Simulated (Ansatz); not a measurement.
A distorted cell of BaTiO₃ (tetragonal-perovskite type, space group P4mm):

```xyz
5
Lattice="3.9361 0.0000 0.0000 0.0000 3.9361 0.0000 0.0000 0.0000 4.0213" Properties=species:S:1:pos:R:3 pbc="T T T"
Ti     1.9680     1.9680     1.8190
Ba     0.0000     0.0000     3.7568
O      1.9680     1.9680     3.5997
O      1.9680     0.0000     1.6573
O      0.0000     1.9680     1.6573
```

These are r2SCAN (plane waves to 500 eV, PAW, scalar-relativistic; Ansatz, a quantum-chemistry and plane-wave program) values and carry that method's errors. k mesh 8×8×8 (Γ-centred), Fermi-Dirac smearing 0.05 eV. The energy includes the smearing's −TS. Compression counts positive. As the atoms are clamped, bonds stretch with the cell, which overstates energies and stresses. BaTiO3 is run without spin polarisation. BaTiO3 was relaxed with its symmetry unable to fall.

Problem. Give the stress tensor in GPa and the pressure.

Solution. 
```
    6.8      0.0      0.0
    0.0      6.8      0.0
    0.0      0.0      9.8
```
The pressure, a third of the trace, is 7.8 GPa.

Problem. It is the relaxed cell deformed to V/V₀ = 0.960, (c/a)/(c/a)₀ = 0.987, c along z, fractional positions held. What is its energy relative to the relaxed cell?

Solution. 13.2 meV/atom.

(Under strain, the slope of the energy per volume gives the stress and its curvature an elastic modulus.)
